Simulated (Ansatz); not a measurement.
Surface calculation: bcc Fe (100), 3 layers

The slab is cut from the bcc crystal, the stable phase, as relaxed on PAW files (11.35 Å³/atom), with 16 Å of vacuum and a dipole correction:

```
Fe
1.0
     2.83135    0.00000    0.00000
     0.00000    2.83135    0.00000
     0.00000    0.00000   18.83140
Fe
3
Cartesian
  0.0000 0.0000 8.0000
  1.4157 1.4157 9.4157
  0.0000 0.0000 10.8314
```

Level of theory: DFT with PBE, scalar-relativistic, in Ansatz 0.2.0; a Γ-centred 14×14×1 k mesh, Fermi–Dirac smearing of 0.1 eV, spin-polarised from start moments Fe1 2.5, Fe2 2.5, Fe3 2.5 μB. LAPW: all electrons, basis error target 1 meV/atom; PAW: frozen-core files, cutoff 420 eV.

The bulk energy comes from a cell in the slab's orientation on a 14×14×14 mesh. The surface energy is (E(slab) − N·E(bulk))/2A at zero smearing, the mean of both faces; thin slabs carry quantum-size effects.

The magnetic state is the one reached from the start moments; other orders weren't searched. The cell is 1×1, so reconstructions are forbidden, and in slabs of four or five layers the relaxations can be far larger than at a real surface.

Q: As cut, the LAPW slab lies 2.546 eV above 3 atoms of bulk. What surface energy is that?

A: Over two faces of 8.02 Å² it is 158.8 meV/Å², and times 16.02 J/m² per eV/Å² that gives γ = 2.544 J/m².

Q: What do relaxation and the other method give, and what work function comes out?

A: 

```csv
method,γ as cut (J/m²),γ relaxed (J/m²),Φ as cut (eV),Φ relaxed (eV)
LAPW,2.544,2.543,3.83,3.83
PAW,2.537,2.537,3.83,3.83
```

Q: How do the spacings between the planes relax?

A: From the bottom face up: d12 -0.5 % of 1.416 Å, d23 -0.5 % of 1.416 Å.

Q: How do the moments vary through the slab?

A: Fe1 2.96, Fe2 2.34, Fe3 2.96 μB in the LAPW spheres; the bulk has Fe 2.21 μB.

Q: What changes if the images along the normal are cut off in place of the dipole correction?

A: LAPW then gives: no gap, work function 3.83 eV; PAW: no gap, work function 3.83 eV.
